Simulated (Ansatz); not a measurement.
**Calculated ⁵⁷Fe Mössbauer parameters for ZnS with Fe replacing Zn**

Cell: a supercell of ZnS (wurtzite type, P6_3mc) built from a COD entry, with the ions relaxed around the defect (PBE).

```cif
data_Zn15FeS16
_symmetry_space_group_name_H-M 'P3m1'
_symmetry_Int_Tables_number 156
_cell_length_a 7.6220
_cell_length_b 7.6220
_cell_length_c 12.4680
_cell_angle_alpha 90.000
_cell_angle_beta 90.000
_cell_angle_gamma 120.000
loop_
_atom_site_label
_atom_site_type_symbol
_atom_site_symmetry_multiplicity
_atom_site_Wyckoff_symbol
_atom_site_fract_x
_atom_site_fract_y
_atom_site_fract_z
Fe Fe 1 a 0.0000 0.0000 0.0031
Zn2 Zn 1 a 0.0000 0.0000 0.5028
Zn3 Zn 3 d 0.0007 0.5004 0.0024
Zn4 Zn 3 d 0.9999 0.5000 0.5030
Zn9 Zn 3 d 0.1667 0.8333 0.2527
Zn10 Zn 3 d 0.1667 0.8333 0.7531
Zn15 Zn 1 c 0.6667 0.3333 0.2528
Zn16 Zn 1 c 0.6667 0.3333 0.7532
S17 S 1 a 0.0000 0.0000 0.1886
S18 S 1 a 0.0000 0.0000 0.6901
S19 S 3 d 0.9999 0.5000 0.1901
S20 S 3 d 0.0000 0.5000 0.6906
S25 S 3 d 0.1666 0.8334 0.4402
S26 S 3 d 0.1649 0.8351 0.9407
S31 S 1 c 0.6667 0.3333 0.4403
S32 S 1 c 0.6667 0.3333 0.9405
```

One atom of each set is listed.

All values are calculated (Ansatz; DFT, PBE, plane waves and PAW, scalar-relativistic, collinear spin, 420 eV cutoff, Γ-centred 3×3×2 k-points, Fermi–Dirac smearing 0.01 eV), not measured. Start moments as typed (μB): 4 on each Fe, none on the rest.

Isomer shifts (against α-Fe) follow from the electron density at the nucleus, δ = α(ρ − ρ₀), with α = -0.366 mm s⁻¹ a₀³ and ρ₀ = 14904.00 a₀⁻³ from a line fitted to 10 measured compounds at this level of theory (rms miss 0.11 mm/s). ΔE_Q = ½eQV_zz(1 + η²/3)^½ with Q = 0.160 b for the 14.4 keV state. B_c is the Fermi-contact field along the atom's own moment; orbital and dipolar fields are not included.

(1) Where do the absorption lines lie when the magnetic splitting is averaged out (above the ordering temperature, with the gradients of this state)?

(2) And the six lines of Fe from the contact field alone, leaving the quadrupole term aside?

## Answers

(1) Fe (1 atom a cell): δ = 0.56, |ΔE_Q| = 0.07 mm/s, a doublet too narrow to resolve, seen as one line at 0.56 mm/s.

(2) With |B_c| = 17.4 T and nuclear moments 0.090604 and -0.15532 μN the lines lie at -2.25, -1.07, 0.11, 1.00, 2.19, 3.37 mm/s, in the ratio 3:2:1:1:2:3 for a powder.

The defect repeats with the cell of 32 atoms, so it feels its images: sites between two images don't show the values beside a lone defect, and zeros or small values of η there can come from the images' arrangement. The centre was started off its lattice site, so that it could distort. The defect cell has no gap above 0.1 eV on its mesh, so the values can hang on the smearing and the k-mesh. With these PAW files V_zz is typically within 2 to 3 % of all-electron values, but misses above 10 % occur on Fe. Semilocal functionals underestimate the core's spin polarisation, so contact fields of ionic iron come out too small in magnitude. On Fe B_c is a small difference of large parts, and can be wrong severalfold and even in sign.
